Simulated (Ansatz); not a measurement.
ZnCu (CsCl type)

```cif
data_CuZn
_chemical_formula_sum 'Zn1 Cu1'
_space_group_name_H-M_alt 'Pm-3m'
_space_group_IT_number 221
_space_group_name_Hall '-P 4 2 3'
_cell_length_a 2.96382
_cell_length_b 2.96382
_cell_length_c 2.96382
_cell_angle_alpha 90.000
_cell_angle_beta 90.000
_cell_angle_gamma 90.000
loop_
_atom_site_label
_atom_site_type_symbol
_atom_site_symmetry_multiplicity
_atom_site_Wyckoff_symbol
_atom_site_fract_x
_atom_site_fract_y
_atom_site_fract_z
_atom_site_occupancy
Zn1 Zn 1 b 0.50000 0.50000 0.50000 1
Cu1 Cu 1 a 0.00000 0.00000 0.00000 1
```

E(V) scan at fixed shape, V₀ the volume above. Symmetry pins the atoms to their sites.

Calculation: PBE (plane waves to 420 eV, PAW, scalar-relativistic; Ansatz, a quantum-chemistry and plane-wave program). k mesh 16×16×16 (Γ-centred), Fermi-Dirac smearing 0.05 eV. E stands for the smeared free energy. ZnCu is run without spin polarisation. ZnCu was relaxed with its symmetry unable to fall. ΔE is measured from the relaxed starting cell. The last digit holds for this mesh only.

| V (Å³/atom) | ΔE (meV/atom) |
|---|---|
| 12.236 | 19.0 |
| 12.367 | 12.9 |
| 12.497 | 8.1 |
| 12.627 | 4.5 |
| 12.757 | 1.9 |
| 12.887 | 0.5 |
| 13.017 | 0.0 |
| 13.148 | 0.5 |
| 13.278 | 1.8 |
| 13.408 | 4.0 |
| 13.538 | 6.9 |
| 13.668 | 10.6 |
| 13.799 | 14.9 |

**Question.** What is the fitted pressure derivative B₀′?

**Answer.** 5.0.

**Question.** What bulk modulus B₀ follows from a third-order Birch-Murnaghan fit?

**Answer.** 115 GPa.

(A scan under strain: stresses follow from slopes of the energy per volume, elastic moduli from its curvatures.)
